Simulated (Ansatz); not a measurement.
**Relaxing a structure of PbSe**

The start is a generated trial cell of PbSe in the rocksalt structure type. A full variable-cell relaxation at zero pressure is run with r2SCAN (plane waves to 500 eV, PAW, scalar-relativistic; Ansatz, a first-principles code). First-step values are on the input's coarse k-mesh.

Ansatz input (later rounds restart from its end on a renewed k-mesh):
Ansatz 0.2 input:
```yaml
crystal:
  lattice:
    - [0, 3.019078, 3.019078]
    - [3.019078, 0, 3.019078]
    - [3.019078, 3.019078, 0]
  atoms:
    - { symbol: Se, position: [0, 0, 0] }
    - { symbol: Pb, position: [0.5, 0.5, 0.5] }
basis: { ecutwfc: 500, ecutrho_ratio: 4, xc_grid: 4, fft_grid_basis: typed }
kpoints: { mp_grid: { grid: [7, 7, 7] } }
hamiltonian:
  xc: r2scan
  dispersion: none
  pseudopotentials: { kind: paw }
scf: { occupations: { method: fermi_dirac, width: 0.05 } }
relax: { f_tol: 0.01, max_steps: 100, cell: { stress_tol: 0.02 } }
output: { forces: true, stress: true }
```

Q: How does the volume change?

A: +7.1 %, from 27.52 to 29.46 Å³/atom.

Q: How do the shortest distances between atoms change?

A: The closest pairs of elements (up to four, under 3.6 Å), start → end: Pb–Se 3.02 → 3.09 Å.

The space group stays Fm-3m (No. 225) (the run could not lower it); the end is rock salt type, with 2 atoms in the primitive cell. Final values are on a 9×9×9 k-mesh of the relaxed cell. No spin polarisation in the result.

The run could not lose the symmetry of its start; a randomly shaken copy of 4 atoms returns to this structure.

All atoms sit on sites fixed by symmetry, so only the cell could relax.
